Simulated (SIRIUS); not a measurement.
Band structure of HgTe (F-43m, 8 atoms in the cell; from Materials Project mp-2730).

```xyz
8
Lattice="6.5800 0.0000 0.0000 0.0000 6.5800 0.0000 0.0000 0.0000 6.5800" Properties=species:S:1:pos:R:3 pbc="T T T"
Hg     0.0000     0.0000     0.0000
Hg     0.0000     3.2900     3.2900
Hg     3.2900     0.0000     3.2900
Hg     3.2900     3.2900     0.0000
Te     1.6450     1.6450     4.9350
Te     1.6450     4.9350     1.6450
Te     4.9350     1.6450     1.6450
Te     4.9350     4.9350     4.9350
```

All values come from this method and carry its errors: PBE, SSSP 1.1.2 efficiency PBE pseudopotentials (plane waves; SIRIUS).

Settings: parameters.ngridk = 3 3 3; parameters.xc_functionals = [XC_GGA_X_PBE, XC_GGA_C_PBE]; parameters.gk_cutoff = 8.062 1/bohr; parameters.pw_cutoff = 25.496 1/bohr; parameters.smearing = fermi_dirac; parameters.smearing_width = 0.00499791 Ha; potentials = SSSP 1.1.2 efficiency PBE pseudopotentials; parameters.electronic_structure_method = pseudopotential; parameters.num_bands = 62; parameters.num_mag_dims = 0; parameters.num_dft_iter = 100; parameters.energy_tol = 1e-07 Ha; parameters.density_tol = 1e-06; mixer.type = anderson.

Spin-orbit coupling is left out, which matters for bands and gaps with elements this heavy. The structure comes from a collection of computed structures, made at another level of theory; the collection holds predicted forms beside known ones. No clean gap shows at this smearing width and mesh (spacing up to 0.32 Å⁻¹); the mesh is coarse for partly filled bands, so the values carry mesh errors. Semi-local functionals can close small gaps.

Points are given in units of this cell's reciprocal vectors. Levels in eV from the Fermi level, bands 49 to 56:
```csv
point,49,50,51,52,53,54,55,56
Γ (0 0 0),-2.19,-0.98,-0.14,-0.14,-0.14,1.75,1.75,1.75
X (0 0.5 0),-1.32,-1.32,-1.32,-1.32,1.75,1.75,2.82,2.82
M (0.5 0.5 0),-1.04,-1.04,-1.04,-1.04,1.90,1.90,1.90,1.90
R (0.5 0.5 0.5),-1.02,-1.02,-1.02,-1.02,0.56,0.56,0.56,0.56
```

1 band crosses the Fermi level along this path, so the cell has no gap at this level.

The Fermi level comes from the SCF mesh, which can miss band crossings, so its place against them is uncertain.

The labels belong to the zone of the cell as typed, which is larger than the primitive one, so the bands are folded: a gap that looks direct here can be indirect in the primitive zone.
